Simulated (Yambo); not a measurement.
Yambo run on K3RhF6 (space group Fm-3m, No. 225). The wavefunctions are norm-conserving PBEsol (Quantum ESPRESSO, 88 Ry, without SOC) ones on a 2×2×2 mesh (43 occupied bands); a = b = c = 6.2375 Å, α = β = γ = 60.00°.

Yambo input:

```
rim_cut
HF_and_locXC
RandQpts= 1000000
RandGvec= 1 Ry
EXXRLvcs= 88 Ry
VXCRLvcs= 352 Ry
% QPkrange
 1 | 1 | 43 | 44 |
 2 | 2 | 43 | 44 |
 3 | 3 | 43 | 44 |
%
```

k points by index: 1 = Γ, 2 = L, 3 = X.

Table of the .hf output:

```
#    K-point    Band    Eo [eV]    Ehf [eV]    Vxc [eV]    Vnlxc [eV]
#
    1    43    -0.160455    -6.461145    -22.56556    -28.86625
    1    44    2.245831    8.348851    -23.57659    -17.47357
    2    43    -0.063606    -6.421676    -22.93630    -29.29437
    2    44    2.404928    8.458684    -23.97558    -17.92183
    3    43    0.000000    -6.388530    -23.18764    -29.57618
    3    44    2.109603    8.162021    -22.83283    -16.78041
```
Exchange alone, without screening.

Geometry of the Materials Project entry, not relaxed at this level.

The structure is a Materials Project entry; no match was found in the copy of COD used, and its stability was not checked.
